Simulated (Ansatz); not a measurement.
With DFT-r²SCAN in the program Ansatz with PAW potentials, C in the orthorhombic phase (Pnma; C on 4c, C on 4c, C on 4c, C on 4c) relaxes to a = 9.053 Å, b = 2.516 Å, c = 4.141 Å. C on 4c has 4 nearest neighbours from 1.54 Å (tetrahedral); C on 4c has 4 nearest neighbours from 1.54 Å (tetrahedral).

It is gapped at this level: 4.53 eV (indirect). The screened hybrid HSE06 puts the gap at 5.56 eV. The hole mass is 0.25, 0.74, 1.0 mₑ (principal values).

An equation-of-state fit gives a bulk modulus of 415 GPa. The elastic constants imply a Debye temperature near 2130 K.

The start of the workflow was typed in or built on a structure type; neither database checked (COD, Materials Project) lists it. It is not the phase usual at ambient conditions (space group No. 194, 227). The cell was relaxed with r²SCAN under the symmetry of its start; whether a distortion lowers the energy is not shown.

Potentials: the earlier of the program's two PAW sets.
